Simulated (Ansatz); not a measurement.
Phonons of CeC (zincblende structure)

Computed with Ansatz (plane waves, PAW, 420 eV cutoff): PBEsol, scalar-relativistic, no spin polarisation, Gaussian smearing of 0.15 eV. The datasets are Ansatz's generated set soft_2.

```
CELL_PARAMETERS angstrom
0.00000 2.71121 2.71121
2.71121 0.00000 2.71121
2.71121 2.71121 0.00000
ATOMIC_POSITIONS crystal
Ce 0.00000 0.00000 0.00000
C 0.25000 0.25000 0.25000
```

The start was a prototype's sites filled with these elements, not a measured cell.

Force constants come from finite displacements in a 3×3×3 supercell (the unit cell's 12×12×12 k-mesh, folded to it); the long-range dipole term is included. Points in reciprocal vectors of this cell: Γ = (0.000, 0.000, 0.000), X = (-0.500, -0.500, 0.000), U = (-0.375, -0.375, 0.250), K = (-0.375, 0.000, 0.375), L = (0.000, 0.000, 0.500), W = (-0.500, -0.250, 0.250).

Frequencies at the named points (cm⁻¹, imaginary ones negative):
| point | ω (cm⁻¹) |
| --- | --- |
| Γ | 0 0 0 373 373 512 |
| X | 114 114 178 334 334 537 |
| U | 94 144 166 343 377 512 |
| K | 94 144 166 343 377 512 |
| L | 66 66 184 358 358 513 |
| W | 121 137 162 339 394 503 |

Problem. Is the structure dynamically stable along this path, and where does the spectrum end?

Solution. Not settled: a branch is imaginary, down to 32i cm⁻¹ between K and Γ, but only at interpolated points; at the wave vectors that fit the supercell all modes are real. The highest frequency is 537 cm⁻¹, at X. Points that don't fit the supercell are interpolated.

The crystal is a metal or nearly so; low and unstable modes depend on mesh and smearing.

Run time: 23 min on 4 threads of Arm Neoverse V1, on a shared host, peak memory 7 GiB.

Scalar-relativistic only: spin–orbit splittings of the heavy atoms' levels are missing.
